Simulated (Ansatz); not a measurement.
Ti2BiN:
```yaml
crystal:
  lattice:
    - [3.26643, 0.00000, 0.00000]
    - [-1.63321, 2.82881, 0.00000]
    - [0.00000, 0.00000, 12.99079]
  atoms:
    - { symbol: Ti, position: [0.33333, 0.66667, 0.57371] }
    - { symbol: Ti, position: [0.66667, 0.33333, 0.42629] }
    - { symbol: Ti, position: [0.66667, 0.33333, 0.07371] }
    - { symbol: Ti, position: [0.33333, 0.66667, 0.92629] }
    - { symbol: Bi, position: [0.33333, 0.66667, 0.25000] }
    - { symbol: Bi, position: [0.66667, 0.33333, 0.75000] }
    - { symbol: N, position: [0.00000, 0.00000, 0.00000] }
    - { symbol: N, position: [0.00000, 0.00000, 0.50000] }
```

Relaxed with PBEsol. Special points in fractions of this cell's reciprocal vectors: Γ (0.000, 0.000, 0.000); M (0.500, 0.000, 0.000); K (0.333, 0.333, 0.000); A (0.000, 0.000, 0.500); L (0.500, 0.000, 0.500); H (0.333, 0.333, 0.500).

List the band energies nearest the Fermi level at these points for PBEsol with spin–orbit coupling (plane waves, PAW; program Ansatz).

In eV from the Fermi level; about four levels below and three above (degenerate sets whole), none deeper than 8.9 eV; points with the same levels are listed once.

| k | below | above |
|---|---|---|
| Γ | -0.47 -0.47 -0.47 -0.47 -0.47 -0.47 -0.46 -0.46 | 0.89 0.89 1.06 1.06 |
| M | -1.91 -1.91 -1.79 -1.79 | 0.20 0.20 0.28 0.28 |
| K | -0.38 -0.38 -0.36 -0.36 | 0.23 0.23 0.27 0.27 |
| A | -0.46 -0.46 -0.46 -0.46 | 1.09 1.09 1.09 1.09 |
| L | -1.84 -1.84 -1.84 -1.84 | 0.24 0.24 0.24 0.24 |
| H | -0.50 -0.50 -0.42 -0.42 | 0.55 0.55 0.59 0.59 |

Space group P6_3/mmc. The start of the workflow was typed in or built on a structure type; neither database checked (COD, Materials Project) lists it. Whether it is the stable phase at ambient conditions was not checked. The cell was relaxed with PBEsol under the symmetry of its start; whether a distortion lowers the energy is not shown. The workflow began spin-polarised and lost its moments.

Potentials: the later of the program's two PAW sets.
